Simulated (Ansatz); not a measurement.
VBiO$_{4}$:
```
CELL_PARAMETERS angstrom
     -2.55474     2.55474     5.81637
      2.55474    -2.55474     5.81637
      2.55474     2.55474    -5.81637
ATOMIC_POSITIONS crystal
  Bi 0.75000 0.25000 0.50000
  Bi 0.00000 0.00000 0.00000
  V  0.25000 0.75000 0.50000
  V  0.50000 0.50000 0.00000
  O  0.57631 0.96522 0.88571
  O  0.71522 0.32951 0.88891
  O  0.07951 0.69060 0.11429
  O  0.44060 0.82631 0.11109
  O  0.17369 0.28478 0.61429
  O  0.03478 0.92049 0.61109
  O  0.67049 0.55940 0.38571
  O  0.30940 0.42369 0.38891
```

This is the HSE06-relaxed structure. x, y and z are the axes in which the lattice vectors are written.

Problem. All from HSE06 in the plane-wave PAW code Ansatz, unless another level is named. Predict the smallest direct gap on the standard path.

Solution. 3.52 eV.

Problem. Next, the band gap?

Solution. 3.41 eV (indirect).

Problem. Give the conduction-band minimum.

Solution. off the standard path, at k = (0.203, -0.203, 0.292) in fractions of the reciprocal vectors.

Problem. And the valence-band maximum?

Solution. on the Γ–X line, 67 % of the way from Γ.

Space group I4_1/a. Symmetry was held in the HSE06 relaxation. The workflow began spin-polarised and lost its moments. The hybrid was solved on a coarse mesh, the path and, where they were found, the r²SCAN edge points; its band edges are the extreme levels among these. Scalar-relativistic: spin–orbit coupling is off unless named, which matters more the heavier the elements.

Potentials: the later of the program's two PAW sets.
